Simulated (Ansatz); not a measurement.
# Computed properties of SiNi

SiNi:
```cif
data_Ni4Si4
_chemical_formula_sum 'Si4 Ni4'
_space_group_name_H-M_alt 'P213'
_space_group_IT_number 198
_space_group_name_Hall 'P 2ac 2ab 3'
_cell_length_a 4.46438
_cell_length_b 4.46438
_cell_length_c 4.46438
_cell_angle_alpha 90.000
_cell_angle_beta 90.000
_cell_angle_gamma 90.000
loop_
_atom_site_label
_atom_site_type_symbol
_atom_site_symmetry_multiplicity
_atom_site_Wyckoff_symbol
_atom_site_fract_x
_atom_site_fract_y
_atom_site_fract_z
_atom_site_occupancy
Si1 Si 4 a 0.84693 0.84693 0.84693 1
Ni1 Ni 4 a 0.14865 0.14865 0.14865 1
```

Space group P2_13 (No. 198); conventional cell a = 4.4644 Å, b = 4.4644 Å, c = 4.4644 Å, α = 90.00°, β = 90.00°, γ = 90.00°.

Method: r²SCAN (plane waves, PAW; program Ansatz). Geometry: relaxed at this level of theory. Other levels are named where they apply.

Cell and energy:

* **Volume per atom**: 11.12 Å³
* **Density**: 6.48 g/cm³
* **Formation energy from the elements (no fitted shifts)**: -0.37 eV/atom

Electronic structure:

- Electronic character: metallic (no gap)
- Density of states at the Fermi level: 0.28 states/eV per atom (mean over ±0.08 eV)

Mechanics:

Bulk modulus (Birch–Murnaghan fit): 203 GPa
Pressure derivative B′: 4.9
Elastic constants (relaxed ions, GPa): C11 = 244, C12 = 183, C44 = 70.9
Mechanical stability: stable (all eigenvalues of C positive)
Hill bulk and shear moduli: 203 and 50.3 GPa
Young's modulus: 139 GPa
Poisson's ratio: 0.39
Debye temperature from the elastic constants: 420 K

Phonons:

Highest zone-centre frequency: 48.2 meV
Zone-centre stability: no imaginary mode at Γ

Charges:

* **Bader charges**: Si +0.35, Ni -0.35 e

The workflow started from a Materials Project entry (that database holds measured and hypothetical structures alike); the Crystallography Open Database copy checked does not list it. It is not the phase usual at ambient conditions (space group No. 62). The cell was relaxed with r²SCAN under the symmetry of its start. No spin polarisation was allowed. As this level gives no gap, shear constants depend on the k-mesh and smearing (Fermi–Dirac, 0.1 eV here). As this level gives no gap, phonon frequencies hold no LO–TO term and depend on the k-mesh and smearing (Fermi–Dirac, 0.1 eV here). The references are the lowest solids computed at this level, not always the standard phases.

Potentials: the later of the program's two PAW sets.
